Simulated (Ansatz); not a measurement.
SiSn (rock salt, space group No. 225) under volume change, PBE in the plane-wave PAW code Ansatz, scaled uniformly.

```
V (Å³/atom)  E − E(relaxed) (meV/atom)  P (GPa)
-----------  -------------------------  -------
20.528                            45.8     7.91
21.204                            19.1     4.81
21.881                             4.5     2.20
22.558                             0.0     0.00
23.235                             4.0    -1.84
23.911                            15.1    -3.37
24.588                            32.0    -4.61
```

Q: What does a third-order Birch–Murnaghan fit give for V₀, B₀ and B′?

A: V₀ = 22.56 Å³/atom, B₀ = 66.4 GPa, B′ = 5.0.

Space group Fm-3m (rock salt). The cell is a constructed one: a structure type filled with these elements; neither database checked (COD, Materials Project) lists it. Whether it is the stable phase at ambient conditions was not checked. The PBE relaxation kept the symmetry of its start; its stability against distortions is not shown here. Scalar-relativistic: spin–orbit coupling is off unless named, which matters more the heavier the elements.

Potentials: the later of the program's two PAW sets.
